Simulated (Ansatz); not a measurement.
# FeSi, one structure, two calculations

Cell: a COD entry, its atoms then relaxed with PBE in this cell.

Space group P2_13 (No. 198); a = 4.4670 Å.

| site | Wyckoff | site symmetry | x | y | z |
| --- | --- | --- | --- | --- | --- |
| Fe | 4a | .3. | 0.1355 | 0.1355 | 0.1355 |
| Si | 4a | .3. | 0.8407 | 0.8407 | 0.8407 |

One atom of each set is listed.

First run. The numbers come from a DFT calculation in Ansatz (PBE, plane waves and PAW, scalar-relativistic, collinear spin, 420 eV cutoff, Γ-centred 10×10×10 k-points, Fermi–Dirac smearing 0.05 eV). Start moments as typed (μB): 3 on each Fe, none on the rest.

| site | V_zz (10²¹ V/m²) | η | m (μB) |
| --- | --- | --- | --- |
| Fe | 5.30 | 0.00 | 0.00 |
| Si | -3.25 | 0.00 | 0.00 |

Second run. The same atoms and settings, except that the functional is r2SCAN and the cutoff is 500 eV.

(1) Given the first result, estimate the second.

Answers

(1) 

| site | V_zz | η | change of V_zz | m (μB) |
| --- | --- | --- | --- | --- |
| Fe | -1.04 | 0.00 | -6.34 | 1.22 |
| Si | -3.37 | 0.00 | -0.12 | -0.08 |

The largest change of V_zz is on Fe, from 5.30 to -1.04. In per cent, |V_zz| changes by +4 on Si (all sites that start above 2, bar those whose gradient vanishes or changes sign or whose main axis turns by over 40°). V_zz changes sign on Fe (same axis). The absolute magnetisation of the cell goes from 0.0 to 5.8 μB. Isomer shifts (Fe against α-Fe, from the density at the nucleus and a line fitted to measured compounds for each functional; the lines scatter by about 0.1 mm/s, so smaller changes between functionals mean little): Fe 0.27 → 0.26 mm/s.

With these PAW files V_zz is typically within 2 to 3 % of all-electron values, but misses above 10 % occur on Fe.
For the first run: With a gap of 0.17 eV under a smearing of 0.05 eV the band edges are partly filled, so small gradients can hang on the smearing and the k-mesh. The start moments die out, and the run ends without spin.
For the second run: The largest force is 0.4 eV/Å, so the atoms aren't at the calculated equilibrium and relaxing them would move these values. The program didn't check the stability of this electronic state in full, so a lower one may lie near. With no gap above 0.1 eV, as in a metal, the gradients converge slowly in k; expect changes of a tenth or more on a denser mesh. The magnetic order is the one that the run reached from its start moments, not necessarily the measured one.
